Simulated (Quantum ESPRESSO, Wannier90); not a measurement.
## VN (P-6m2), plane waves to Wannier functions

```
begin unit_cell_cart
ang
    2.7339000643    0.0000000000    0.0000000000
   -1.3669500322    2.3676269071    0.0000000000
    0.0000000000    0.0000000000    2.6413500000
end unit_cell_cart
begin atoms_frac
V   -0.3333333333  0.3333333333  0.0000000000
N    0.3333333333 -0.3333333333  0.5000000000
end atoms_frac
```

Materials Project entry mp-1018027; symmetrised, unrelaxed at this level. Not found in the COD (Crystallography Open Database) copy used, which has the formula in other groups; not checked further. Level: PBEsol, no spin polarisation, no spin-orbit coupling; pw.x of Quantum ESPRESSO at 68 Ry with PseudoDojo potentials, 12×12×10 k-points, Wannier90. Density: 18×18×12 mesh, cold smearing 0.01 Ry. A non-magnetic state is assumed, with no Hubbard U on the 3d ions.

A tight-binding model is made by disentanglement and projection with no localisation steps (num_iter = 0), so the 8 orbitals stay atom-like: hydrogen-like V: d; N: p, axes along x, y, z; frozen window up to 1.50 eV relative to the Fermi level. It follows pw.x to 0.7 meV rms for states up to 1.0 eV relative to the Fermi level. Matrix elements depend on this choice of orbitals and windows.

Q: What are the on-site energies relative to the Fermi level, and how fast do the hoppings decay?

A: 
| atom | orbitals | energy (eV) |
|---|---|---|
| V1 | dz2 | 0.12 |
| V1 | dxz dyz | 1.30 |
| V1 | dx2-y2 dxy | 0.43 |
| N2 | pz | -2.55 |
| N2 | px py | -2.24 |

```tsv
distance of the centres (Å)	largest modulus (eV)
1–2	1.0e-5
2–3	1.6
3–4	0.22
4–5	0.055
5–6	0.032
6–7	0.0057
7–8	0.0045
8–9	0.0038
9–10	0.0011
10–11	0.00084
11–12	0.00049
12–13	0.00041
```
